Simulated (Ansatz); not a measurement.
**C: energy along a strain**

C, Fd-3m, a = 3.560 Å. Ansatz: r2SCAN, PAW, 500 eV, Γ-centred 12×12×12 mesh on 2 atoms, Gaussian smearing 0.05 eV; no spin polarisation. Cell vectors (Å): 0.000 1.780 1.780; 1.780 0.000 1.780; 1.780 1.780 0.000. The cell is strained by x per cent times the pattern (0 0 1 0 0 0) in the order xx yy zz yz xz xy (engineering shears), with fractional coordinates held. y is the free energy over the start, V0 = 5.641 Å³/atom.

| x (%) | y (meV/atom) |
| --- | --- |
| -6.00 | ? |
| -4.50 | 41.24 |
| -3.00 | 18.09 |
| -1.50 | 4.46 |
| 0.00 | 0.00 |
| 1.50 | 4.34 |
| 3.00 | 17.15 |
| 4.50 | 38.09 |
| 5.25 | 51.50 |
| 6.00 | 66.81 |

Task: Fit y = c2 x² + c3 x³ to the other rows, get the stiffness along the pattern, and predict the missing energy.

Result: Least squares on the rows shown. y = 1.9588 x² − 0.017205 x³. The clamped-ion stiffness p·C·p = 2 × 19.59 eV × 160.2 / 5.641 Å³ = 1113 GPa, which is C33 in these axes (C11 of the cubic crystal). At x = -6.00 the fit asked for gives 74.23 meV/atom. The run gave 74.27 meV/atom, so the fit is 0.04 meV/atom too low, a small miss on the scale of the series.

Cost: 10 runs of about 0.2 core-minutes in all, on Intel Xeon 6975P-C (Granite Rapids) (shared hosts).